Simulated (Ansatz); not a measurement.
Geometry optimisation in Ansatz: input, command and trajectory.

```yaml
crystal:
  lattice:
    - [-2.9997000953, 2.9997000953, 5.9271264826]
    - [2.9997000953, -2.9997000953, 5.9271264826]
    - [2.9997000953, 2.9997000953, -5.9271264826]
  atoms:
    - { symbol: Ge, position: [0.0, 0.0, 0.0] }
    - { symbol: Sb, position: [0.5, 0.5, 0.0] }
    - { symbol: Sb, position: [0.25, 0.75, 0.5] }
    - { symbol: Te, position: [0.506570516, 0.006570516, 0.5] }
    - { symbol: Te, position: [0.2455266535, 0.2455266535, 0.0] }
    - { symbol: Te, position: [0.993429484, 0.493429484, 0.5] }
    - { symbol: Te, position: [0.7544733465, 0.7544733465, 0.0] }
basis:
  ecutwfc: 420
kpoints:
  mp_grid: { grid: [8, 8, 8] }
hamiltonian:
  xc: pbe
scf:
  occupations: { method: gaussian, width: 0.1 }
output:
  forces: true
  stress: true
  eigenvalues: true
relax:
  adjacent_minimum: "off"
  f_tol: 0.01
  max_steps: 30
  cell: { stress_tol: 0.1, fix: [volume] }
```

```bash
ansatz run input.yaml --threads 2 --pin off --max-ram 5120MiB --backend cpu --events-out ev --progress --plain --runs-dir out
```

Method: DFT PBE, scalar-relativistic, plane waves, PAW (Ansatz 0.2.0).

The volume is held at 0.94 times that of the relaxed cell.

Of 4 frames 3 are shown, positions in Å and forces in eV/Å; the SCF threshold varies from step to step. Steps run on the plane waves of an earlier cell, with a Pulay correction in the pressure. The basis is chosen afresh for the last frame, the zero of the energies, and at times for earlier ones too; energy and pressure step there, also at an unchanged geometry.

```xyz
7
Lattice="-2.9997 2.9997 5.9271 2.9997 -2.9997 5.9271 2.9997 2.9997 -5.9271" Properties=species:S:1:pos:R:3:forces:R:3 pbc="T T T" step=1 free_energy_over_end_meV_per_atom=0.61 pressure_GPa=3.05
Ge    0.0000    0.0000    0.0000    0.0000    0.0000    0.0000
Sb    0.0000    0.0000    5.9271    0.0000    0.0000    0.0000
Sb    2.9997    0.0000    2.9636    0.0000    0.0000    0.0000
Te    0.0000    2.9997    0.0779    0.0000    0.0000    0.1178
Te    0.0000    0.0000    2.9105    0.0000    0.0000   -0.0294
Te    0.0000    2.9997    5.8492    0.0000    0.0000   -0.1178
Te    0.0000    0.0000    8.9437    0.0000    0.0000    0.0294
7
Lattice="-3.0028 3.0028 5.9150 3.0028 -3.0028 5.9150 3.0028 3.0028 -5.9150" Properties=species:S:1:pos:R:3:forces:R:3 pbc="T T T" step=2 free_energy_over_end_meV_per_atom=0.36 pressure_GPa=2.69
Ge    0.0000    0.0000    0.0000    0.0000    0.0000    0.0000
Sb    0.0000    0.0000    5.9150    0.0000    0.0000    0.0000
Sb    3.0028    0.0000    2.9575    0.0000    0.0000    0.0000
Te    0.0000    3.0028    0.1388    0.0000    0.0000   -0.0941
Te    0.0000    0.0000    2.8983    0.0000    0.0000    0.0087
Te    0.0000    3.0028    5.7762    0.0000    0.0000    0.0941
Te    0.0000    0.0000    8.9316    0.0000    0.0000   -0.0087
7
Lattice="-3.0034 3.0034 5.9125 3.0034 -3.0034 5.9125 3.0034 3.0034 -5.9125" Properties=species:S:1:pos:R:3:forces:R:3 pbc="T T T" step=4 free_energy_over_end_meV_per_atom=0.00 pressure_GPa=2.83
Ge    0.0000    0.0000    0.0000    0.0000    0.0000    0.0000
Sb    0.0000    0.0000    5.9125    0.0000    0.0000    0.0000
Sb    3.0034    0.0000    2.9563    0.0000    0.0000    0.0000
Te    0.0000    3.0034    0.1151    0.0000    0.0000   -0.0044
Te    0.0000    0.0000    2.8975    0.0000    0.0000    0.0047
Te    0.0000    3.0034    5.7974    0.0000    0.0000    0.0044
Te    0.0000    0.0000    8.9275    0.0000    0.0000   -0.0047
```

It took 2.5 min on 2 threads of Arm Neoverse V2, on a shared host, peak memory 0.92 GiB.